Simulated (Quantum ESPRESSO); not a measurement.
# Computed records: Si3BC3N (made-up cell)

Computed with Quantum ESPRESSO 7.5. Calculation on a made-up crystal cell, not a measurement: periodic Kohn-Sham density functional theory in plane waves with PseudoDojo standard norm-conserving scalar-relativistic pseudopotentials, each functional with its own files (v0.5 for PBE, v0.4.1 for LDA and PBEsol), no spin polarisation, no spin-orbit coupling, atoms not relaxed, stress positive in tension, energies less a fixed whole-eV offset for each atom's element; levels are Kohn-Sham levels at fractions of this cell's reciprocal vectors, counted from the reference band (half the neutral cell's valence electrons, rounded up) at Gamma; error bars cover cutoff and k-mesh only, not smearing or the files; added strain carries the atoms with the cell, and shear is the tensor component; each bar is the largest change over components, and at least 0.002 eV, 0.002 eV per angstrom or 0.02 GPa; energies are for the whole cell, and the offsets were chosen from early runs and are not element reference energies.

Common to all runs: lattice type wurtzite; functional pbe; cutoff 1143 eV; fermi dirac smearing 0.025 eV; scf tolerance 1e-07 eV; electrons removed 0; k mesh 6 x 4 x 4, shifted by half a step.

(1) Si3BC3N (made-up cell)

```
cell vectors (Å)
   3.0650     0.0376     0.0383
   0.0651     5.2417    -0.0245
   0.0626    -0.0231     4.9265
atoms (fractions of the cell vectors)
Si  0.00509 -0.00086  0.00716
Si  0.50966  0.48005  0.00527
Si  0.48336  0.17292  0.49742
B   0.00523  0.66579  0.50537
C   0.00739  0.01226  0.37930
N   0.50771  0.49892  0.37539
C   0.48252  0.17228  0.87000
C  -0.01099  0.66246  0.87475
```

It finds free energy less offsets -4.335 eV; smearing term minus ts 0 eV; scf iterations 12; pressure -6.362 GPa; stress xx 11.02 GPa; stress yy 5.225 GPa; stress zz 2.837 GPa; stress yz -4.143 GPa; stress xz 3.322 GPa; stress xy 0.9039 GPa; reference band 16; error bar energy 0.002903 eV; error bar stress 0.08621 GPa; error bar force 0.003864 eV/Å; error bar next band up 0.002 eV; error bars from tighter rerun of a related cell.

Atoms:
| atoms element | atom site | atom energy offset (eV) |
| --- | --- | --- |
| Si | 1 | -115 |
| Si | 2 | -115 |
| Si | 3 | -115 |
| B | 4 | -79 |
| C | 5 | -163 |
| N | 6 | -283 |
| C | 7 | -163 |
| C | 8 | -163 |

Forces:
| site | x (eV/Å) | y (eV/Å) | z (eV/Å) |
| --- | --- | --- | --- |
| 1 | -0.8842 | -0.6772 | -1.452 |
| 2 | -0.8229 | 3.95 | -0.6575 |
| 3 | 1.218 | -0.2134 | 0.5562 |
| 4 | 0.2276 | 0.8464 | 1.054 |
| 5 | -1.002 | -2.542 | 0.4009 |
| 6 | -0.4819 | 1.315 | 0.8718 |
| 7 | 0.884 | -2.083 | 0.5956 |
| 8 | 0.8613 | -0.595 | -1.369 |

Levels:
| level k point | next band up (eV) |
| --- | --- |
| Gamma | 2.015 |
| (1/2,1/2,1/2) | 2.542 |
| (0.15,0,0) | 3.053 |
| (0,0.15,0) | 2.194 |
| (0,0,0.15) | 2.087 |

(2) Si3BC3N (made-up cell)

```
cell vectors (Å)
   3.0650     0.0376     0.0383
   0.0651     5.2417    -0.0245
   0.0626    -0.0231     4.9265
atoms (fractions of the cell vectors)
Si  0.00509 -0.00086  0.00716
Si  0.50932  0.49632  0.00535
Si  0.48336  0.17292  0.49742
B   0.00523  0.66579  0.50537
C   0.00739  0.01226  0.37930
N   0.50771  0.49892  0.37539
C   0.48252  0.17228  0.87000
C  -0.01099  0.66246  0.87475
```

The calculation gives: free energy less offsets -4.54 eV; smearing term minus ts 0 eV; scf iterations 12; pressure -7.07 GPa; stress xx 9.914 GPa; stress yy 7.79 GPa; stress zz 3.507 GPa; stress yz -2.24 GPa; stress xz 3.717 GPa; stress xy 0.8851 GPa; reference band 16; error bar energy 0.002903 eV; error bar stress 0.08621 GPa; error bar force 0.003864 eV/Å; error bar next band up 0.002 eV; error bars from tighter rerun of this cell.

Atoms:
| atoms element | atom site | atom energy offset (eV) |
| --- | --- | --- |
| Si | 1 | -115 |
| Si | 2 | -115 |
| Si | 3 | -115 |
| B | 4 | -79 |
| C | 5 | -163 |
| N | 6 | -283 |
| C | 7 | -163 |
| C | 8 | -163 |

Forces:
| site | x (eV/Å) | y (eV/Å) | z (eV/Å) |
| --- | --- | --- | --- |
| 1 | -0.9335 | -0.02151 | -1.527 |
| 2 | -1.104 | 0.9512 | -0.8633 |
| 3 | 1.221 | -0.2688 | 0.5982 |
| 4 | 0.2198 | 0.9357 | 0.9922 |
| 5 | -1 | -2.645 | 0.3564 |
| 6 | -0.4721 | 1.626 | 0.8985 |
| 7 | 0.9813 | -0.675 | 1.085 |
| 8 | 1.087 | 0.09709 | -1.54 |

Levels:
| level k point | next band up (eV) |
| --- | --- |
| Gamma | 2.052 |
| (1/2,1/2,1/2) | 2.516 |
| (0.15,0,0) | 3.175 |
| (0,0.15,0) | 2.234 |
| (0,0,0.15) | 2.122 |

(3) Si3BC3N (made-up cell)

```
cell vectors (Å)
   3.0650     0.0376     0.0383
   0.0651     5.2417    -0.0245
   0.0626    -0.0231     4.9265
atoms (fractions of the cell vectors)
Si  0.00509 -0.00086  0.00716
Si  0.50904  0.50947  0.00542
Si  0.48336  0.17292  0.49742
B   0.00523  0.66579  0.50537
C   0.00739  0.01226  0.37930
N   0.50771  0.49892  0.37539
C   0.48252  0.17228  0.87000
C  -0.01099  0.66246  0.87475
```

The calculation gives: free energy less offsets -4.534 eV; smearing term minus ts 0 eV; scf iterations 11; pressure -7.174 GPa; stress xx 8.613 GPa; stress yy 9.085 GPa; stress zz 3.825 GPa; stress yz -1.187 GPa; stress xz 4.017 GPa; stress xy 0.7757 GPa; reference band 16; error bar energy 0.002903 eV; error bar stress 0.08621 GPa; error bar force 0.003864 eV/Å; error bar next band up 0.002 eV; error bars from tighter rerun of a related cell.

Atoms:
| atoms element | atom site | atom energy offset (eV) |
| --- | --- | --- |
| Si | 1 | -115 |
| Si | 2 | -115 |
| Si | 3 | -115 |
| B | 4 | -79 |
| C | 5 | -163 |
| N | 6 | -283 |
| C | 7 | -163 |
| C | 8 | -163 |

Forces:
| site | x (eV/Å) | y (eV/Å) | z (eV/Å) |
| --- | --- | --- | --- |
| 1 | -0.9686 | 0.509 | -1.589 |
| 2 | -1.33 | -1.097 | -0.7776 |
| 3 | 1.223 | -0.3032 | 0.6383 |
| 4 | 0.2137 | 0.9965 | 0.9445 |
| 5 | -0.9973 | -2.726 | 0.3193 |
| 6 | -0.4655 | 1.874 | 0.9012 |
| 7 | 1.026 | 0.08099 | 1.299 |
| 8 | 1.3 | 0.6654 | -1.737 |

Levels:
| level k point | next band up (eV) |
| --- | --- |
| Gamma | 1.993 |
| (1/2,1/2,1/2) | 2.349 |
| (0.15,0,0) | 3.142 |
| (0,0.15,0) | 2.175 |
| (0,0,0.15) | 2.062 |
